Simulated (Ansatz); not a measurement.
# BN: field gradients at two levels of theory

Cell: a Materials Project structure (computed, not necessarily an observed phase), whose atoms a relaxation with PBE at fixed cell left in place.

```xyz
4
Lattice="2.5016 0.0000 0.0000 -1.2508 2.1665 0.0000 0.0000 0.0000 7.3693" Properties=species:S:1:pos:R:3 pbc="T T T"
B     1.2508    0.7222    5.5270
B     0.0000    1.4443    1.8423
N     0.0000    0.0000    5.5270
N     0.0000    0.0000    1.8423
```

Atoms are numbered from 1 in the order listed; like atoms form one site, named after its first atom.

First run. Level of theory: DFT, PBE, plane waves and PAW, scalar-relativistic, 420 eV cutoff, Γ-centred 14×14×4 k-points, Fermi–Dirac smearing 0.02 eV (Ansatz 0.2.0).

```
site  atom  V_zz (10²¹ V/m²)     η
   B     1              2.79  0.00
   N     3             -0.23  0.00
```

Second run. The same atoms and settings, except that the functional is LDA.

(1) What does the second run give?

## Answers

(1) 

| site | atom | V_zz | η | change of V_zz |
| --- | --- | --- | --- | --- |
| B | 1 | 2.82 | 0.00 | +0.03 |
| N | 3 | 0.16 | 0.00 | +0.39 |

The largest change of V_zz is on N, from -0.23 to 0.16. In per cent, |V_zz| changes by +1 on B (all sites that start above 0.5). V_zz changes sign on N (same axis).

For the second run: At this cell the principal stresses reach 5 GPa in size with LDA, which can matter for small gradients.
